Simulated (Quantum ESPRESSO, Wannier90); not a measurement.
**Wannier functions of TePb₂Se (R-3m)**

```yaml
crystal:
  lattice:
    - [-2.24710, 3.89209, 0.00000]
    - [-4.49420, 0.00000, 0.00000]
    - [-2.24710, 1.29736, 7.33500]
  atoms:
    - { symbol: Te, position: [0.50000, 0.50000, 0.50000] }
    - { symbol: Pb, position: [0.25530, 0.25530, 0.23409] }
    - { symbol: Pb, position: [0.74470, 0.74470, 0.76591] }
    - { symbol: Se, position: [0.00000, 0.00000, 0.00000] }
```

Cell from Materials Project (mp-1217291), symmetrised, no further relaxation. Not found in the COD (Crystallography Open Database) copy used; not checked further. Method: PBEsol plane waves in Quantum ESPRESSO 7.5 (PseudoDojo norm-conserving files, 69 Ry, no spin polarisation, no spin-orbit coupling), Bloch states on a 4×4×4 mesh through Γ, Wannier90 4.0.1. Density: 8×8×8 mesh, Gaussian smearing 0.01 Ry. Spin-orbit coupling is left out although heavy elements are present.

Functional, cutoff and mesh named above are those of the base row (4×4×4); the first column says what each row takes instead. Model: 10 functions from bands 21-30, start SCDM (isolated) (the valence bands). Energies are relative to the valence-band maximum; the misfit is to pw.x on a path, for all bands of the set. Only the mesh of Bloch states changes. Ω_total can sit in another minimum from row to row; Ω_I of an isolated set cannot. A star marks runs that hit the step limit.

```csv
mesh,Ω_I (Å²),Ω_total (Å²),rms misfit (meV),k-points (cost),rough cost of nscf and overlaps (first row = 1)
2×2×2,15.83,19.44,240,8,1.0
3×3×3,21.03,26.05,119,27,3
4×4×4,23.79,28.57,58,64,6
5×5×5,26.02,30.76*,37,125,12
```
